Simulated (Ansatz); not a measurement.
YbSi2:
```
CELL_PARAMETERS angstrom
      1.82840    -8.73054     0.00000
      1.82840     8.73054     0.00000
      0.00000     0.00000     3.75483
ATOMIC_POSITIONS crystal
  Si 0.96036 0.03964 0.75000
  Si 0.03964 0.96036 0.25000
  Si 0.25011 0.74989 0.75000
  Si 0.74989 0.25011 0.25000
  Yb 0.61093 0.38907 0.75000
  Yb 0.38907 0.61093 0.25000
```

Relaxed with PBE. Special points in fractions of this cell's reciprocal vectors: Γ (0.000, 0.000, 0.000); Y (-0.500, 0.500, 0.000); C0 (-0.261, 0.739, 0.000); Σ0 (0.261, 0.261, 0.000); Z (0.000, 0.000, 0.500); A0 (0.261, 0.261, 0.500); E0 (-0.261, 0.739, 0.500); T (-0.500, 0.500, 0.500); S (0.000, 0.500, 0.000); R (0.000, 0.500, 0.500).

### Question
List the band energies nearest the Fermi level at these points for DFT-PBE in the program Ansatz with PAW potentials.

### Answer
In eV from the Fermi level; about four levels below and three above (degenerate sets whole), none deeper than 8.9 eV; points with the same levels are listed once.

| k | below | above |
|---|---|---|
| Γ | -0.35 -0.28 -0.20 -0.09 | 0.24 0.74 2.34 |
| Y | -0.32 -0.28 -0.27 -0.26 | 0.09 1.41 2.55 |
| C0 | -0.35 -0.34 -0.31 -0.16 | 0.52 1.03 1.04 |
| Z | -0.34 -0.34 -0.24 -0.24 | 0.41 0.41 0.85 0.85 |
| A0 | -0.33 -0.33 -0.16 -0.16 | 2.49 2.49 3.84 3.84 |
| T | -0.35 -0.35 -0.34 -0.34 | 0.71 0.71 1.09 1.09 |
| S | -0.35 -0.34 -0.31 -0.27 | 0.64 0.88 1.11 |
| R | -0.33 -0.33 -0.16 -0.16 | 2.57 2.57 3.77 3.77 |

Space group Cmcm. A made-up cell: these elements were put on the sites of a structure type; neither database checked (COD, Materials Project) lists it. COD files the formula under space group No. 191. Its standing as an ambient phase is unchecked. The cell was relaxed with PBE under the symmetry of its start; whether a distortion lowers the energy is not shown. The workflow began spin-polarised and lost its moments. The 4f shell is in the valence. No Hubbard U is applied. Spin–orbit coupling is left out wherever it is not named.

Potentials: the later of the program's two PAW sets.
